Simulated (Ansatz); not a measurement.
AlN: do energies and stresses tell the same story?

These are results of Ansatz 0.2.0, DFT r2SCAN, scalar-relativistic, plane waves, PAW, not measurements.

Cutoff 500 eV; k points 12×12×6 on the computed 4-atom cell (Γ-centred); Gaussian smearing, width 0.02 eV; no spin polarisation.

Relaxed cell: P6_3mc, a = 3.107 Å, b = 3.107 Å, c = 4.978 Å, α = 90.00°, β = 90.00°, γ = 120.00°, 4 atoms in the primitive cell.

Energies at zero smearing and pressures from the stress tensor, at volumes with shape and atoms relaxed:
| V (Å³/atom) | E − E(first) (meV/atom) | P (GPa) |
| --- | --- | --- |
| 9.779 | 0.00 | 14.61 |
| 10.091 | -20.66 | 6.79 |
| 10.403 | -27.11 | 0.01 |
| 10.715 | -21.27 | -5.87 |
| 11.027 | -4.78 | -10.95 |

Task: Check P = −dE/dV between neighbouring volumes, and get the bulk modulus from the pressures alone.

Result: With 1 eV/Å³ = 160.2 GPa:
| middle V (Å³/atom) | −ΔE/ΔV (GPa) | mean P (GPa) |
| --- | --- | --- |
| 9.935 | 10.605 | 10.700 |
| 10.247 | 3.314 | 3.397 |
| 10.559 | -2.999 | -2.930 |
| 10.871 | -8.466 | -8.407 |

The two differ by 0.10 GPa at most. The mean of two end pressures misses the average over a step by about ΔV² P″/12, up to 0.09 GPa here; with that taken off 0.00 GPa remains. Around V = 10.403 Å³/atom, the two neighbours give B = −V ΔP/ΔV = 10.403 × 12.65 / 0.624 = 210.9 GPa, against B0 = 210.0 GPa from the Birch–Murnaghan fit of the energies.